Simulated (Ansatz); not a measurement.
HfCl4:
```
CELL_PARAMETERS angstrom
      6.12464     0.00000     0.00000
      0.00000     7.13497     0.00000
     -1.97044     0.00000     5.70985
ATOMIC_POSITIONS crystal
  Hf 0.50000 0.66630 0.75000
  Hf 0.50000 0.33370 0.25000
  Cl 0.26684 0.38937 0.50448
  Cl 0.73316 0.61063 0.49552
  Cl 0.73316 0.38937 0.99552
  Cl 0.26684 0.61063 0.00448
  Cl 0.23901 0.12950 0.01236
  Cl 0.76099 0.87050 0.98764
  Cl 0.76099 0.12950 0.48764
  Cl 0.23901 0.87050 0.51236
```

Relaxed with LDA. Special points in fractions of this cell's reciprocal vectors: Γ (0.000, 0.000, 0.000); Z (0.000, 0.500, 0.000); D (0.000, 0.500, 0.500); B (0.000, 0.000, 0.500); A (-0.500, 0.000, 0.500); E (-0.500, 0.500, 0.500); C2 (-0.500, 0.500, 0.000); Y2 (-0.500, 0.000, 0.000).

### Question
List the band energies nearest the valence-band maximum at these points for plane-wave PAW LDA (Ansatz code).

### Answer
In eV from the valence-band maximum; about four levels below and three above (degenerate sets whole), none deeper than 8.9 eV; points with the same levels are listed once.

```
k                           below                above
--  -----------------------------  -------------------
Γ          -0.34 -0.32 -0.07 0.00       3.72 4.00 4.30
Z   -0.48 -0.48 -0.45 -0.32 -0.30       3.90 4.11 4.28
D         -0.56 -0.56 -0.37 -0.37  3.94 3.94 4.36 4.36
B         -0.40 -0.40 -0.21 -0.21  3.81 3.81 4.27 4.27
A         -0.64 -0.64 -0.06 -0.06  3.68 3.68 4.14 4.14
E         -0.34 -0.34 -0.22 -0.22  3.87 3.87 4.18 4.18
C2        -0.57 -0.55 -0.39 -0.27       3.83 4.13 4.18
Y2        -0.42 -0.40 -0.35 -0.34       4.02 4.03 4.12
```

Space group P2/c. The first step of the workflow began from a Materials Project structure, measured or hypothetical; the Crystallography Open Database files this formula in space group No. 13, but the cells were not matched. Its standing as an ambient phase is unchecked. The LDA relaxation kept the symmetry of its start; phonons on a q-mesh show no instability. The run is not spin-polarised. A crystal of weakly bound chains computed without a dispersion correction: the cell and the soft elastic constants depend strongly on that. Spin–orbit coupling is left out wherever it is not named.

Potentials: the earlier of the program's two PAW sets.
